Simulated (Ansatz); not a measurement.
**Zn3SeS2: rattling a relaxed structure**

It was reached by relaxing an invented guess, and it needn't be the stable form of this composition.

Level of theory: DFT PBE, scalar-relativistic, plane waves, PAW in Ansatz 0.2.0. Plane waves to 420 eV, a k mesh through Γ of 12×12×2 on the computed 12-atom cell and Gaussian smearing (0.02 eV); no spin polarisation.

The cell below (12 atoms, space group P6_3mc (No. 186)) is relaxed within its symmetry.

```xyz
12
Lattice="3.9158 0.0000 0.0000 -1.9579 3.3912 0.0000 0.0000 0.0000 19.2194" Properties=species:S:1:pos:R:3 pbc="T T T"
Zn    0.0000    0.0000    0.0981
Zn    0.0000    0.0000    9.7078
Zn    0.0000    2.2608    3.2040
Zn    1.9579    1.1304   12.8137
Zn    1.9579    1.1304    6.3128
Zn    0.0000    2.2608   15.9225
Se    1.9579    1.1304    8.7914
Se    0.0000    2.2608   18.4011
S     0.0000    0.0000    2.4545
S     0.0000    0.0000   12.0642
S     0.0000    2.2608    5.5659
S     1.9579    1.1304   15.1756
```

For the test it was strained at random (σ = 1.5 % a component), the atoms were moved at random (σ = 0.15 Å), and all was relaxed again on a coarse 6×6×1 mesh (in the run’s order of axes) with 0.10 eV smearing, with no symmetry imposed.

Question: Is the structure stable against such a distortion?

Answer: It returns, within 1 meV/atom of the unmoved cell on that mesh and with the same symmetry when read at 0.1 Å (P2_1 at 0.01 Å, so small strains and shifts remain). So it is stable against the distortions that fit this cell and that this random move excites. Modes that don't fit the cell aren't tested.
